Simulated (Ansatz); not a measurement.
This Ta₂W structure is the end of a relaxation. The cell was found from a structure generator's guess, not taken from experiment.

Theory: DFT PBE, scalar-relativistic, plane waves, PAW (Ansatz 0.2.0). Cutoff 420 eV, Γ-centred mesh, Gaussian smearing, no spin polarisation.

```cif
data_structure
_symmetry_space_group_name_H-M 'P 1'
_symmetry_Int_Tables_number 1
_cell_length_a 7.2731
_cell_length_b 7.0762
_cell_length_c 2.8471
_cell_angle_alpha 82.468
_cell_angle_beta 74.697
_cell_angle_gamma 22.835
_cell_volume 52.33
loop_
_atom_site_label
_atom_site_type_symbol
_atom_site_fract_x
_atom_site_fract_y
_atom_site_fract_z
_atom_site_occupancy
Ta1 Ta 0.16337 0.16337 0.83663 1
Ta2 Ta 0.83663 0.83663 0.16337 1
W1 W 0.50000 0.50000 0.50000 1
```

Formation energies are uncorrected and refer to the elements' standard structures at the same level.

Question: What space group does it have?

Answer: Fmmm (No. 69), with Ta and W ordered on bcc sites. Conventional cell: a = 3.250 Å, b = 4.675 Å, c = 13.774 Å. Ta is surrounded by 2 W at 2.78 Å, 6 Ta at 2.85–2.89 Å, 2 W at 3.24 Å and 4 Ta at 3.25–3.34 Å; around W lie 4 Ta at 2.78 Å, 4 W at 2.85 Å, 4 Ta at 3.24 Å and 2 W at 3.25 Å.

Question: What is its formation energy per atom?

Answer: −0.04 eV/atom.

Question: Is it a metal?

Answer: Yes, bands cross the Fermi level on the 18×18×18 mesh.

The last run used an 18×18×18 mesh for its 3-atom cell and Gaussian smearing of 0.10 eV. For metals, differences of a few meV/atom aren't resolved. These runs have no spin–orbit coupling, which can matter for Ta and W. This cell was reached by moving the atoms of another relaxed cell at random and relaxing again, last within the group found; it had no such test of its own. Another cell of Ta2W relaxed alike, in I4/mmm, lies 38 meV/atom lower, so this cell isn't the stable form at this level.
